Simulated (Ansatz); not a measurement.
The start is a generated cell, SnSe built in the zincblende structure type. The structure is fully relaxed (lattice and positions, P = 0) with PBEsol (plane waves to 420 eV, PAW, scalar-relativistic; Ansatz, an electronic-structure program). The first steps use a coarse 6×6×6 k-mesh.

Input geometry:
```
SnSe
1.0
    0.00000     3.21331     3.21331
    3.21331     0.00000     3.21331
    3.21331     3.21331     0.00000
Se Sn
1 1
Direct
  0.75000   0.75000   0.75000
  0.00000   0.00000   0.00000
```

Problem. What pressure does the first self-consistent step give?

Solution. +4 GPa (positive: the cell is compressed).

Problem. How much energy is released per atom?

Solution. 0.04 eV/atom.

Problem. How does the volume per atom move from start to end?

Solution. +11.1 %, from 33.18 to 36.87 Å³/atom.

Problem. What band gap does the relaxed structure have at this level?

Solution. Zero (metallic).

The space group stays F-43m (No. 216) (the run could not lower it); the end is zinc blende type, with 2 atoms in the primitive cell. Final values are on a 12×12×12 k-mesh of the relaxed cell. No spin polarisation in the result.

The run could not lose the symmetry of its start: the end is stationary, and may be a saddle point rather than a minimum.

All atoms sit on sites fixed by symmetry, so only the cell could relax.

The relaxed structure here is a generated cell of SnSe: the first start was made by placing the elements on the sites of a structure type, and the end was not matched to a known phase here, so it may be hypothetical. Known forms of SnSe include space group No. 62.
